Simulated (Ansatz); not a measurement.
**Na5Ir: rattling a relaxed structure**

It was reached by relaxing an invented guess, and it needn't be the stable form of this composition.

These are results of DFT PBE, scalar-relativistic, plane waves, PAW (Ansatz 0.2.0), not measurements. Plane waves to 420 eV, a k mesh through Γ of 12×12×12 on the computed 6-atom cell and Gaussian smearing (0.10 eV); no spin polarisation.

The cell below (6 atoms, space group R32 (No. 155)) is relaxed within its symmetry.

```xyz
6
Lattice="2.8673 1.6554 5.1194 -2.8673 1.6554 5.1194 0.0000 -3.3109 5.1194" Properties=species:S:1:pos:R:3 pbc="T T T"
Na    0.0000    0.0000   10.0918
Na    0.0000    0.0000    5.2664
Na    1.0678   -1.8494    7.6791
Na    1.0678    1.8494    7.6791
Na   -2.1355    0.0000    7.6791
Ir    0.0000    0.0000    0.0000
```

For the test a repeat of it with 12 atoms (edges 5.73, 6.10, 9.93 Å) was strained at random (σ = 1.5 % a component), the atoms were moved at random (σ = 0.10 Å), and all was relaxed again on a coarse 4×4×4 mesh (in the run’s order of axes) with 0.20 eV smearing, with no symmetry imposed.

These runs have no spin–orbit coupling, which can matter for Ir.

**Question.** What happens?

**Answer.** It returns, within 1 meV/atom of the unmoved cell on that mesh and with the same symmetry when read at 0.1 Å (P1 at 0.01 Å, so small strains and shifts remain). So it is stable against the distortions that fit this cell and that this random move excites. Modes that don't fit the cell aren't tested.
